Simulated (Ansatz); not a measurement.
Consider the following.

W2C:
```cif
data_CW2
_chemical_formula_sum 'C1 W2'
_space_group_name_H-M_alt 'P-3m1'
_space_group_IT_number 164
_space_group_name_Hall '-P 3 2"'
_cell_length_a 3.06103
_cell_length_b 3.06103
_cell_length_c 4.67884
_cell_angle_alpha 90.000
_cell_angle_beta 90.000
_cell_angle_gamma 120.000
loop_
_atom_site_label
_atom_site_type_symbol
_atom_site_symmetry_multiplicity
_atom_site_Wyckoff_symbol
_atom_site_fract_x
_atom_site_fract_y
_atom_site_fract_z
_atom_site_occupancy
C1 C 1 a 0.00000 0.00000 0.00000 1
W1 W 2 d 0.33333 0.66667 0.25341 1
```

This is the PBE-relaxed structure.

Q: All from plane-wave PAW PBE (Ansatz code), unless another level is named. Give the electronic character.

A: metallic (no gap).

Q: And the formation energy from the elements (no fitted shifts)?

A: 0.036 eV/atom.

Q: Give the density of states at the Fermi level.

A: 0.46 states/eV per atom (mean over ±0.08 eV).

Symmetry was held in the PBE relaxation. The run is not spin-polarised. The references are the lowest solids computed at this level, not always the standard phases. Scalar-relativistic: spin–orbit coupling is off unless named, which matters more the heavier the elements.

Potentials: the later of the program's two PAW sets.
